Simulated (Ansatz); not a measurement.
Si2Mo:
```cif
data_Mo2Si4
_chemical_formula_sum 'Mo2 Si4'
_space_group_name_H-M_alt 'I4/mmm'
_space_group_IT_number 139
_space_group_name_Hall '-I 4 2'
_cell_length_a 3.17415
_cell_length_b 3.17415
_cell_length_c 7.77731
_cell_angle_alpha 90.000
_cell_angle_beta 90.000
_cell_angle_gamma 90.000
loop_
_atom_site_label
_atom_site_type_symbol
_atom_site_symmetry_multiplicity
_atom_site_Wyckoff_symbol
_atom_site_fract_x
_atom_site_fract_y
_atom_site_fract_z
_atom_site_occupancy
Mo1 Mo 2 a 0.00000 0.00000 0.00000 1
Si1 Si 4 e 0.00000 0.00000 0.33522 1
```
(The calculation used a cell of 3 atoms; values per cell refer to that cell.)

Relaxed at zero pressure with plane-wave PAW LDA (Ansatz code).

### Question
The volume is lowered by 9 % and shape and atoms relax at that volume. What pressure results, and how do the axes share the change?

### Answer
26.0 GPa; a -3.3 %, b -3.3 %, c -2.6 %; the energy rises by 88 meV/atom.

### Question
Give the new structure.

### Answer

Space group I4/mmm (No. 139); a = 3.0687 Å, b = 3.0687 Å, c = 7.5722 Å, α = 90.00°, β = 90.00°, γ = 90.00°

```
atom  site  symmetry       x       y       z
----  ----  --------  ------  ------  ------
Mo      2a     4/mmm  0.0000  0.0000  0.0000
Si      4e       4mm  0.0000  0.0000  0.3339
```

The phase is kept; no other phase was compared at this pressure.

Symmetry was held in the LDA relaxation; of distortions, only those at the zone centre were tested. No spin polarisation was allowed.

Potentials: the later of the program's two PAW sets.
